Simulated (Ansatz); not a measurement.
SrTiO$_{3}$:
```
CELL_PARAMETERS angstrom
      3.90683     0.00000     0.00000
      0.00000     3.90683     0.00000
      0.00000     0.00000     3.90683
ATOMIC_POSITIONS crystal
  Sr 0.00000 0.00000 0.00000
  Ti 0.50000 0.50000 0.50000
  O  0.00000 0.50000 0.50000
  O  0.50000 0.50000 0.00000
  O  0.50000 0.00000 0.50000
```

Relaxed with r²SCAN.

Task: Give the Bader charges and basin volumes of the independent atoms, plane-wave PAW r²SCAN (Ansatz code).

Result: 

```
atom  Bader charge (e)  Bader volume (Å³)
----  ----------------  -----------------
Sr1              +1.63               15.5
Ti2              +2.34                6.6
O3               -1.32               12.5
```

Space group Pm-3m (cubic perovskite). The r²SCAN relaxation kept the symmetry of its start. At this level the phase is dynamically unstable (imaginary phonons). The run is not spin-polarised.

Potentials: the later of the program's two PAW sets.
